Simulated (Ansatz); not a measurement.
**Question.** Name crystals whose computed values (the program Ansatz at the LDA level (PAW)) fall in these windows: B₀ by P(V) fit (GPa) 120 to 150; highest Γ mode, no LO–TO term (cm⁻¹) 370 to 440.

**Answer.** 

| crystal | B₀ by P(V) fit (GPa) | highest Γ mode, no LO–TO term (cm⁻¹) |
|---|---|---|
| Al3V, I4/mmm (Al on 2b, Al on 4d, V on 2a) | 133 | 398 |
Others may fit too.

Standing as an ambient phase not checked: Al3V, I4/mmm (Al on 2b, Al on 4d, V on 2a). The cell was relaxed under the symmetry of its start. Rows with no word on spin ran without spin polarisation.

Potentials: the later of the program's two PAW sets.
